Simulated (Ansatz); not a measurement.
The cell is InGa3P4 as one 8-atom ordering (P-43m) on the zincblende lattice; cell and atoms were relaxed with r2SCAN. Ga has 4 P at 2.38 Å; P has 3 Ga at 2.38 Å and 1 In at 2.51 Å; In has 4 P at 2.51 Å.

Space group P-43m (No. 215). a = 5.566 Å, b = 5.566 Å, c = 5.566 Å, α = 90.00°, β = 90.00°, γ = 90.00°

| atom | site | symmetry | x | y | z |
| --- | --- | --- | --- | --- | --- |
| Ga | 3d | -42.m | 0.5000 | 0.0000 | 0.0000 |
| P | 4e | .3m | 0.7602 | 0.2398 | 0.2398 |
| In | 1b | -43m | 0.5000 | 0.5000 | 0.5000 |

4 runs of Ansatz 0.2.0 on this cell differ in the functional (and in the settings that go with it). Levels are in eV from each run's valence top; v1 is the last filled band, c1 the first empty one.

Run A, mean stress +0.4 GPa (compression positive):

| point | v2 | v1 | c1 | c2 |
| --- | --- | --- | --- | --- |
| Γ | 0.00 | 0.00 | 2.04 | 2.33 |
| X | -1.49 | -1.49 | 2.96 | 2.97 |
| M | -1.05 | -1.05 | 3.65 | 3.65 |
| R | -0.86 | -0.86 | 2.22 | 2.22 |

Run B, mean stress 0.0 GPa (compression positive):

| point | v2 | v1 | c1 | c2 |
| --- | --- | --- | --- | --- |
| Γ | 0.00 | 0.00 | 1.60 | 1.96 |
| X | -1.43 | -1.43 | 2.49 | 2.49 |
| M | -1.00 | -1.00 | 3.13 | 3.13 |
| R | -0.82 | -0.82 | 1.77 | 1.77 |

Run C, mean stress +2.2 GPa (compression positive):

| point | v2 | v1 | c1 | c2 |
| --- | --- | --- | --- | --- |
| Γ | 0.00 | 0.00 | 1.20 | 1.71 |
| X | -1.37 | -1.37 | 2.22 | 2.24 |
| M | -0.96 | -0.96 | 2.80 | 2.80 |
| R | -0.78 | -0.78 | 1.43 | 1.43 |

Run D, mean stress +0.1 GPa (compression positive):

| point | v2 | v1 | c1 | c2 |
| --- | --- | --- | --- | --- |
| Γ | 0.00 | 0.00 | 2.67 | 2.98 |
| X | -1.53 | -1.53 | 3.62 | 3.62 |
| M | -1.08 | -1.08 | 4.32 | 4.32 |
| R | -0.88 | -0.88 | 2.86 | 2.86 |

**Question.** Match the runs to PBE, r2SCAN, HSE06, PBE0.

**Answer.** A is HSE06, B is r2SCAN, C is PBE, D is PBE0. In order of the gap: PBE 1.20, r2SCAN 1.60, HSE06 2.04, PBE0 2.67 eV.

Simulation only: spin-unpolarised, and no claim that this is the phase found in nature.

Spin-orbit coupling is left out.

The program warns that its thresholds are loose for a hybrid's stress.

The meshes of the hybrids are coarse, so their gaps aren't converged to the digits shown.
